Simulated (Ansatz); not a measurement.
Ta₂SnN:
```xyz
8
Lattice="3.2595 0.0000 0.0000 -1.6298 2.8228 0.0000 0.0000 0.0000 13.4475" Properties=species:S:1:pos:R:3 pbc="T T T"
Sn     0.0000     1.8819    10.0856
Sn     1.6298     0.9409     3.3619
Ta     0.0000     1.8819     1.0850
Ta     1.6298     0.9409     7.8088
Ta     1.6298     0.9409    12.3624
Ta     0.0000     1.8819     5.6387
N      0.0000     0.0000     0.0000
N      0.0000     0.0000     6.7237
```

Relaxed with r²SCAN. Special points in fractions of this cell's reciprocal vectors: Γ (0.000, 0.000, 0.000); M (0.500, 0.000, 0.000); K (0.333, 0.333, 0.000); A (0.000, 0.000, 0.500); L (0.500, 0.000, 0.500); H (0.333, 0.333, 0.500).

List the band energies nearest the Fermi level at these points for plane-wave PAW r²SCAN with spin–orbit coupling (Ansatz code).

In eV from the Fermi level; about four levels below and three above (degenerate sets whole), none deeper than 8.9 eV; points with the same levels are listed once.

```json
[
 {"k": "Γ", "below": "-1.17 -1.17 -0.28 -0.28", "above": "0.60 0.60 0.60 0.60"},
 {"k": "M", "below": "-3.66 -3.66 -3.61 -3.61", "above": "0.09 0.09 0.14 0.14"},
 {"k": "K", "below": "-0.33 -0.33 -0.33 -0.33", "above": "0.77 0.77 2.17 2.17"},
 {"k": "A", "below": "-0.56 -0.56 -0.56 -0.56", "above": "0.75 0.75 0.75 0.75 0.76 0.76 0.76 0.76"},
 {"k": "L", "below": "-3.64 -3.64 -3.64 -3.64", "above": "0.09 0.09 0.09 0.09"},
 {"k": "H", "below": "-1.41 -1.41 -1.31 -1.31", "above": "0.01 0.01 0.04 0.04"}
]
```

Space group P6_3/mmc. The start of the workflow was typed in or built on a structure type; neither database checked (COD, Materials Project) lists it. Its standing as an ambient phase is unchecked. The r²SCAN relaxation kept the symmetry of its start; its stability against distortions is not shown here. The run is not spin-polarised.

Potentials: the earlier of the program's two PAW sets.
